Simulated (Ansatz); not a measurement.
Tl: distorted cells

All numbers below come from DFT PBEsol, scalar-relativistic, plane waves, PAW in Ansatz 0.2.0.

Cutoff 420 eV; k points 16×16×16 on the computed 1-atom cell (Γ-centred); Gaussian smearing, width 0.10 eV; no spin polarisation.

Reference cell:

```xyz
1
Lattice="-1.9410 1.9410 1.9410 1.9410 -1.9410 1.9410 1.9410 1.9410 -1.9410" Properties=species:S:1:pos:R:3 pbc="T T T"
Tl    0.0000    0.0000    0.0000
```

Each variant moves atoms of this cell by the vectors given, if any (Å), and then applies a symmetric strain (tensor components, Cartesian axes). The reference cell isn't relaxed at this level. Energies are per atom at zero smearing, counted from the lowest variant. Pressure is positive in compression.

1. strain (xx yy zz yz xz xy, %) 3.80 3.80 3.80 0.00 0.00 0.00
2. strain (xx yy zz yz xz xy, %) 2.12 2.12 2.12 0.00 0.00 0.00
3. strain (xx yy zz yz xz xy, %) -2.71 -2.71 -2.71 0.00 0.00 0.00
4. strain (xx yy zz yz xz xy, %) -2.07 -2.07 -2.07 0.00 0.00 0.00

```json
{"variant": "1", "ΔE (meV/atom)": "?", "P (GPa)": "?", "largest force (eV/Å)": "?", "gap on mesh (eV)": "?", "space group": "?"}
{"variant": "2", "ΔE (meV/atom)": "17.6", "P (GPa)": "-2.50", "largest force (eV/Å)": "0.00", "gap on mesh (eV)": "0", "space group": "Im-3m"}
{"variant": "3", "ΔE (meV/atom)": "6.8", "P (GPa)": "2.53", "largest force (eV/Å)": "0.00", "gap on mesh (eV)": "0", "space group": "Im-3m"}
{"variant": "4", "ΔE (meV/atom)": "0.0", "P (GPa)": "1.60", "largest force (eV/Å)": "0.00", "gap on mesh (eV)": "0", "space group": "Im-3m"}
```

Q: Give the withheld rows.

A:
| variant | ΔE (meV/atom) | P (GPa) | largest force (eV/Å) | gap on mesh (eV) | space group |
| --- | --- | --- | --- | --- | --- |
| 1 | 46.7 | -3.41 | 0.00 | 0 | Im-3m |

Spin-orbit coupling is left out, which matters for the bands of heavy elements.

This bcc form isn't the element's structure at ambient conditions.